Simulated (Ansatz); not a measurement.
## Ni (fcc)

Level of theory: DFT, PBE, scalar-relativistic, collinear spin; plane waves to 420 eV with PAW datasets (Ansatz 0.2.0), Γ-centred 20×20×20 mesh, 0.05 eV Gaussian smearing; PAW files: Ansatz's generated set soft_2.

```
CELL_PARAMETERS angstrom
0.00000 1.75913 1.75913
1.75913 0.00000 1.75913
1.75913 1.75913 0.00000
ATOMIC_POSITIONS crystal
Ni 0.00000 0.00000 0.00000
```

The geometry is fixed. Moments are started on Ni in several ways. q is the propagation vector of an order in a doubled cell, in units of this cell's reciprocal vectors; doubled cells take an equivalent mesh or are counted from a ferromagnetic run in the same cell, unless said otherwise. Energies count from the first row, the state in which the cell was relaxed.

The starts:
- ferromagnetic
- no spin polarisation
- antiparallel, q = (0, 0, 1/2)
- antiparallel, q = (0, 1/2, 1/2)
- small parallel moments

Q: Which start ends lowest, and how far above it lies the solution without spin polarisation?

A: Lowest, alike within 0.5 meV/atom: ferromagnetic; antiparallel, q = (0, 0, 1/2) (which ended parallel); antiparallel, q = (0, 1/2, 1/2) (which ended parallel); small parallel moments (which grew into the full parallel moments). Without spin polarisation the energy is 60 meV/atom higher.

```csv
start,largest typed moment (μB),ΔE (meV/atom),gap on the mesh (eV),P (GPa),final spin moments (μB)
ferromagnetic,0.75,0.0,metal,0.0,Ni 0.68
no spin polarisation,0.00,60.2,metal,-1.3,none
"antiparallel, q = (0, 0, 1/2)",0.80,0.0,metal,0.0,Ni 0.68
"antiparallel, q = (0, 1/2, 1/2)",0.80,0.0,metal,0.0,Ni -0.68
small parallel moments,0.50,0.0,metal,0.0,Ni 0.68
```

These starts lost their opposed signs and ended with parallel moments: antiparallel, q = (0, 0, 1/2); antiparallel, q = (0, 1/2, 1/2).

Without spin polarisation the pressure is 1.3 GPa lower than in the lowest state, so the magnetic solution wants the larger cell.

Only orders that fit these small cells were tried.

Site moments are of spin, integrated over atomic spheres.
